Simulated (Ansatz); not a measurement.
Here is the system:

BiBrO:
```yaml
crystal:
  lattice:
    - [3.91924, 0.00000, 0.00000]
    - [0.00000, 3.91924, 0.00000]
    - [0.00000, 0.00000, 8.27574]
  atoms:
    - { symbol: Bi, position: [0.00000, 0.50000, 0.84945] }
    - { symbol: Bi, position: [0.50000, 0.00000, 0.15055] }
    - { symbol: Br, position: [0.50000, 0.00000, 0.66074] }
    - { symbol: Br, position: [0.00000, 0.50000, 0.33926] }
    - { symbol: O, position: [0.00000, 0.00000, 0.00000] }
    - { symbol: O, position: [0.50000, 0.50000, 0.00000] }
```

This is the r²SCAN+D4-relaxed structure.

Question: All from the program Ansatz at the r²SCAN+D4 level (PAW), unless another level is named. Give the HSE06 gap on the r²SCAN+D4 cell.

Answer: 3.08 eV.

Question: Predict the gap with spin–orbit coupling.

Answer: 2.23 eV.

Question: What about the hole effective mass?

Answer: 0.74, 0.74, 3.0 mₑ (principal values).

Question: Predict the conduction-band minimum.

Answer: at Z.

Question: Predict the valence-band maximum.

Answer: on the Z–R line, 79 % of the way from Z.

Space group P4/nmm. The workflow started from a Materials Project entry (that database holds measured and hypothetical structures alike); the Crystallography Open Database files this formula in space group No. 129, but the cells were not matched. Its standing as an ambient phase is unchecked. The r²SCAN+D4 relaxation kept the symmetry of its start; its stability against distortions is not shown here. Scalar-relativistic: spin–orbit coupling is off unless named, which matters more the heavier the elements.

Potentials: the later of the program's two PAW sets.
